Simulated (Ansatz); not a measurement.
Given:

Relaxed BePd (CsCl type):

```yaml
crystal:
  lattice:
    - [5.54527, 0.00000, 0.00000]
    - [2.77263, 2.77263, 0.00000]
    - [0.00000, 0.00000, 2.77263]
  atoms:
    - { symbol: Be, position: [0.00000, 0.00000, 0.00000] }
    - { symbol: Be, position: [0.50000, 0.00000, 0.00000] }
    - { symbol: Pd, position: [0.00000, 0.50000, 0.50000] }
    - { symbol: Pd, position: [0.50000, 0.50000, 0.50000] }
```

The atoms are displaced by Q × the pattern below (from a DFPT mode at M = (0.5, 0.5, 0.0), largest move 1; Q in Å), at fixed cell. (q is in reciprocal vectors of the primitive cell; the cell shown is doubled to hold the pattern.)

| atom | x | y | z |
|---|---|---|---|
| Be1 | 0.000 | 0.000 | 1.000 |
| Be2 | 0.000 | 0.000 | -1.000 |

Atoms not listed stay in place.

All values below come from LDA (plane waves to 420 eV, PAW, scalar-relativistic; Ansatz, an electronic-structure program). k mesh 17×17×17 (Γ-centred), Fermi-Dirac smearing 0.05 eV. E stands for the smeared free energy. With partly filled bands, energies and forces of such displacements shift with the k mesh and the smearing. BePd is run without spin polarisation. BePd was relaxed with its symmetry unable to fall. ΔE is measured from the undisplaced structure.

The scan covers Q from -0.180 to 0.180 Å in 13 points.

Problem. Which space group does the distorted structure have?

Solution. P4/nmm (No. 129), lowered from Pm-3m.

Problem. What is the energy change at Q = 0.180 Å?

Solution. 148 meV/cell.

Problem. What harmonic wavenumber does the curvature at Q = 0 give?

Solution. 370 cm⁻¹.

(For displaced atoms, the force is minus the slope of the energy, and its curvature is a force constant, which sets phonon frequencies.)
